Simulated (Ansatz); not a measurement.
Consider the following.

Starting cell, Pd (fcc, Cu type):

```
CELL_PARAMETERS angstrom
      3.90836     0.00000     0.00000
      0.00000     3.90836     0.00000
      0.00000     0.00000     3.90836
ATOMIC_POSITIONS crystal
  Pd 0.00000 0.00000 0.00000
  Pd 0.50000 0.50000 0.00000
  Pd 0.50000 0.00000 0.50000
  Pd 0.00000 0.50000 0.50000
```

In this cell atom 4 (Pd, nearest neighbour Pd at 2.764 Å; its periodic images, 3.9 Å or more away, move with it) is moved by s along Cartesian [110], unit vector (0.707, 0.707, 0.000); all other atoms and the cell stay fixed.

All values below come from r2SCAN (plane waves to 500 eV, PAW, scalar-relativistic; Ansatz, a quantum-chemistry and plane-wave program). k mesh 10×10×10 (Γ-centred), Fermi-Dirac smearing 0.05 eV. The energy includes the smearing's −TS. Left out: 2 of 11 points, with atoms too close for the PAW data. With partly filled bands, energies and forces of such displacements shift with the k mesh and the smearing. Pd is run without spin polarisation. Pd was relaxed with its symmetry unable to fall. ΔE is measured from the undisplaced structure.

The scan covers s from -0.664 to 0.664 Å in 9 points.

Q: Is the energy the same for equal positive and negative displacements?

A: Even: the same for both signs. With its periodic images moving along, the atom's site symmetry in this cell is m-3m.

Q: What is the energy change at s = 0.664 Å?

A: 2675 meV/cell.

Q: What force acts on the atom along the line at s = -0.664 Å?

A: 11.1 eV/Å.

Q: What is the force constant k = d²E/ds² of this move at s = 0?

A: 8.85 eV/Å².

(A displaced cell: forces are minus the slopes of the energy, force constants its curvatures, and phonons follow from these.)
